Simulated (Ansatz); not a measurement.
**AlN: Field gradients at the nuclei**

The cell is a structure deposited in the COD, ions relaxed with PBE at fixed cell.

```
Al N
1.0
     3.11300    0.00000    0.00000
    -1.55650    2.69594    0.00000
     0.00000    0.00000    4.98100
Al N
2 2
Direct
  0.33333 0.66667 0.99902
  0.66667 0.33333 0.49902
  0.33333 0.66667 0.38098
  0.66667 0.33333 0.88098
```

Atoms are numbered from 1 in the order listed; like atoms form one site, named after its first atom.

All values are calculated (Ansatz; DFT, PBE, plane waves and PAW, scalar-relativistic, 420 eV cutoff, Γ-centred 11×11×6 k-points, Fermi–Dirac smearing 0.02 eV), not measured.

Conventions: |V_zz| ≥ |V_yy| ≥ |V_xx|, η = (V_xx − V_yy)/V_zz, C_Q = eQV_zz/h. ν_Q = 3|C_Q|/[2I(2I − 1)].

27Al: I = 5/2, Q = 146.6 mb; ¹⁴N: I = 1, Q = 20.44 mb. Quadrupole moments are those of Pyykkö's year-2017 table.

| site | atoms (order as listed) | first shell | C_Q (MHz) | η | ν_Q (MHz) |
| --- | --- | --- | --- | --- | --- |
| Al | 1, 2 | 4 N at 1.89–1.90 Å; also 1 N at 3.08 Å | 1.72 | 0.00 | 0.258 |
| N | 3, 4 | 4 Al at 1.89–1.90 Å; also 1 Al at 3.08 Å | -0.008 | 0.00 | 0.013 |

An axis of threefold or higher order runs through Al and N, so V_zz lies along it and η is zero.
